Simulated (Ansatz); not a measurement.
# Property card for Cd₃SeS₂

Method: DFT PBE, scalar-relativistic, plane waves, PAW (Ansatz).

Settings: cutoff 420 eV, Γ-centred mesh 10×10×10 on the computed 6-atom cell, Gaussian smearing of 0.02 eV; no spin polarisation.

The structure is relaxed at this level of theory with its symmetry kept, and needn't be the ground state of this composition.

Space group I-4m2 (No. 119), tetragonal, a = 4.255 Å, c = 18.031 Å. Cd on a site of symmetry 2mm is surrounded by 2 S at 2.58 Å and 2 Se at 2.66 Å; Cd on a site of symmetry -4m2 is surrounded by 4 S at 2.58 Å; Se has 4 Cd at 2.66 Å; around S lie 4 Cd at 2.58 Å.

- Volume per atom: 27.21 Å³
- Formation energy from the elements' standard states (uncorrected): -0.645 eV/atom
- Kohn–Sham band gap: 0.80 eV, direct at Γ
- Orbital (Löwdin) character of the top 1 eV of the valence band: S 3p 50 %, Se 4p 41 %
- Orbital (Löwdin) character of the lowest 1 eV of the conduction band: Cd 5s 56 %, S 3p 15 %, S 3s 12 %, Se 4p 9 %
- Electron masses at the edge by direction of the standard setting (m_e; one valley, along these axes only; no spin-orbit coupling): x: 0.093; y: 0.093; z: 0.096
- Hole masses at the edge by direction of the standard setting (m_e; one valley, along these axes only; no spin-orbit coupling): x: 4.0, 0.089; y: 4.0, 0.089; z: 0.86, 0.86
- Bader charge by site (e): Cd (2 in the cell) 0.79, Cd (1 in the cell) 0.85, Se (1 in the cell) -0.73, S (2 in the cell) -0.85

The cell was found from a structure generator's guess, not taken from experiment. Kohn–Sham gaps at this level usually fall short of measured ones. Löwdin shares on free-atom orbitals overweight diffuse shells in the empty bands.
